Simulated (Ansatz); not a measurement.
The geometry is COD entry 1509571, unchecked; take it as a test cell.

An input for Zr3Ag: DFT, LDA, PAW with Ansatz's default frozen-core files, scalar-relativistic (Ansatz 0.2.0). The PAW files were made with PBE; their cores are remade for this functional.

Command: `ansatz run input.yaml --threads 1 --pin off --max-ram 4096MiB --backend cpu --events-out ev --progress --plain --runs-dir out` The run took 41 s on 1 thread of Arm Neoverse V1 (shared host), peak memory 0.47 GiB.

```yaml
crystal:
  lattice:
    - [4.566, 0.0, 0.0]
    - [0.0, 4.566, 0.0]
    - [0.0, 0.0, 3.986]
  atoms:
    - { symbol: Zr, position: [0.5, 0.5, 0.0] }
    - { symbol: Zr, position: [0.0, 0.5, 0.5] }
    - { symbol: Zr, position: [0.5, 0.0, 0.5] }
    - { symbol: Ag, position: [0.0, 0.0, 0.0] }
kpoints:
  mp_grid: { grid: [7, 7, 8] }
  band_path:
    path:
      - [0.0, 0.0, 0.0]
      - [0.0, 0.5, 0.0]
      - [0.5, 0.5, 0.0]
      - [0.0, 0.0, 0.0]
      - [0.0, 0.0, 0.5]
      - [0.0, 0.5, 0.5]
      - [0.5, 0.5, 0.5]
      - [0.0, 0.0, 0.5]
      - [0.0, 0.5, 0.0]
    npoints: 14
scf:
  occupations: { method: fermi_dirac, width: 0.05 }
hamiltonian:
  xc: lda
  pseudopotentials: { kind: paw }
output:
  forces: true
  stress: true
  eigenvalues: true
  efg: { contact_densities: true }
  populations: true
  bader: true
  dos: { projected: true, de: 0.2, e_range: [-14, 8] }
  write_density: true
  write_potential: true
  elf: true
  volumetric_format: npy
```

Set-up and iterations as logged by Ansatz (the results part is left out, to be predicted):

```
Engine: ansatz 0.2.0
Pseudopotentials: kind: paw
Pseudopotential: Zr, paw, valence charge 12, recommended cutoff 420 eV (normal)
Pseudopotential: Ag, paw, valence charge 19, recommended cutoff 420 eV (normal)
Functional definition: SPW92
  exchange = slater_x
  correlation = pw_c
Crystal: 4 atoms, lattice volume = 83.102 Å³
Basis set: ecut = 420 eV, 1645 PW (Γ)
Bands: 33, of which v1, the nominal top of the filled ones, is band 28 counted from 1 (27 counted from 0)
Symmetry: 16 space group operations
Space group: P4/mmm (ITA 123), of the structure as read, at distance tolerance 4.4e-5 Å
k-points: 50 of 392
Non-local potential: Zr, projectors of the file, l = 0: 3, l = 1: 2, l = 2: 2, l = 3: 2
Non-local potential: Ag, projectors of the file, l = 0: 3, l = 1: 2, l = 2: 2, l = 3: 1
PAW form: soft (Blöchl's): semilocal exchange-correlation on the pseudo side does not see the compensation charge
PAW frozen core: Zr, regenerated for the run's functional, and the local potential with it (the file was generated under x = pbe(κ = 0.804, μ = 0.2195149727645171), c = pbe(β = 0.06672455060314922))
PAW frozen core: Ag, regenerated for the run's functional, and the local potential with it (the file was generated under x = pbe(κ = 0.804, μ = 0.2195149727645171), c = pbe(β = 0.06672455060314922))
PAW one-centre angular grid: Zr, 590 points (default); XC on 64 Gauss nodes
PAW one-centre angular grid: Ag, 590 points (default); XC on 64 Gauss nodes
Initial density: superposition of atomic densities (neutral atoms: chi_scale 0, normalization atom), corrected by the library's trained network
Initial wavefunctions: pseudopotential atomic-orbital guess
Functional: x = slater, c = lda
SCF iter   1: F=—  HF=-19690.546749 eV  |F-HF|=—  |Δ(HF+E_count)|=         —  Δρ=6.64e-3  dr2=1.76e-2  ethr=1.77e-3  ⟨swp⟩=3.7  Hψ=5181  notcnv=0
SCF iter   2: F=—  HF=-19690.544913 eV  |F-HF|=—  |Δ(HF+E_count)|=   1.84e-3  Δρ=3.31e-3  dr2=4.28e-3  ethr=3.21e-5  ⟨swp⟩=2.0  Hψ=2577  notcnv=0
SCF iter   3: F=—  HF=-19690.544542 eV  |F-HF|=—  |Δ(HF+E_count)|=   3.71e-4  Δρ=1.53e-3  dr2=1.07e-3  ethr=7.79e-6  ⟨swp⟩=1.0  Hψ=1646  notcnv=0
SCF iter   4: F=—  HF=-19690.544415 eV  |F-HF|=—  |Δ(HF+E_count)|=   1.27e-4  Δρ=2.05e-4  dr2=2.58e-5  ethr=1.95e-6  ⟨swp⟩=2.2  Hψ=2018  notcnv=0
SCF iter   5: F=—  HF=-19690.544400 eV  |F-HF|=—  |Δ(HF+E_count)|=   1.51e-5  Δρ=5.43e-5  dr2=6.10e-6  ethr=4.68e-8  ⟨swp⟩=2.6  Hψ=2734  notcnv=0
SCF iter   6: F=—  HF=-19690.544399 eV  |F-HF|=—  |Δ(HF+E_count)|=   8.49e-7  Δρ=1.32e-5  dr2=1.67e-7  ethr=1.11e-8  ⟨swp⟩=2.0  Hψ=1919  notcnv=0
SCF iter   7: F=-19690.544399 eV  HF=-19690.544399 eV  |F-HF|=5.48e-9  |Δ(HF+E_count)|=   1.82e-8  Δρ=3.81e-6  dr2=1.38e-8  ethr=1.82e-10  ⟨swp⟩=7.4  Hψ=9311  notcnv=0
```

Spin polarisation is left out, and whether a magnetic state lies lower isn't shown here.

Q: What pressure will this run report?

A: -4.97 GPa (positive in compression).

Q: Is there a band gap?

A: none: with an odd electron count and no spin polarisation the bands can't all be full, a metal in this set-up (in compounds, spin order or a distortion in a larger cell can open a gap).
